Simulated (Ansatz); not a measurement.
Values for one crystal, relaxed and computed with plane-wave PAW PBEsol (Ansatz code); other levels are named.

| Quantity | Value |
|---|---|
| Volume per atom | 10.34 Å³ |
| Band gap | 1.66 eV (indirect) |
| Hole effective mass, band 2 of 2 at the edge | 0.30 along x, 1.6 along z (mₑ) |
| Hole effective mass, band 1 of 2 at the edge | 4.1 along x, 1.6 along z (mₑ) |
| Bulk modulus (Birch–Murnaghan fit) | 222 GPa |
| Elastic constants (relaxed ions, GPa) | C11 = 492, C12 = 115, C13 = 58.9, C33 = 545, C44 = 161 |
| Formation energy from the elements (no fitted shifts) | -0.26 eV/atom |

### Question
Which compound is it?
A. ZnCu2SiTe4, I-42m (Zn on 2a, Si on 2b, Cu on 4d, Te on 8i)
B. BaC2, R-3m (Ba on 3a, C on 6c)
C. Mg2Si, fluorite or antifluorite type
D. SiC, P6_3mc (Pearson symbol hP16)

### Answer
D, SiC, P6_3mc (Pearson symbol hP16)

The workflow started from an entry of the Crystallography Open Database (COD). Its sites differ from those of the usual phase in this space group: another stacking or structure type. The PBEsol relaxation kept the symmetry of its start; its stability against distortions is not shown here. The references are the lowest solids computed at this level, not always the standard phases.

Potentials: the later of the program's two PAW sets.
